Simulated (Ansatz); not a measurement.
Name crystals whose computed values (DFT-LDA in the program Ansatz with PAW potentials) fall in these windows: G_Hill (GPa) 34 to 39; B₀ by P(V) fit (GPa) 31 to 40.



| crystal | G_Hill (GPa) | B₀ by P(V) fit (GPa) |
|---|---|---|
| Te2Mo, P6_3/mmc (Mo on 2c, Te on 4f) | 36.1 | 36.8 |
| SiO2, P3_121 (O on 6c, Si on 3a) | 38.3 | 34.3 |
Others may fit too.

Weakly bound layers, chains or molecules computed without a dispersion correction, so cells and soft constants are ill determined: Te2Mo, P6_3/mmc (Mo on 2c, Te on 4f). All cells were relaxed under the symmetry of their starts (and spin orders); stability against distortions was not tested throughout. Rows with no word on spin ran without spin polarisation. Scalar-relativistic: spin–orbit coupling is off unless named, which matters more the heavier the elements.

Potentials: the later of the program's two PAW sets.
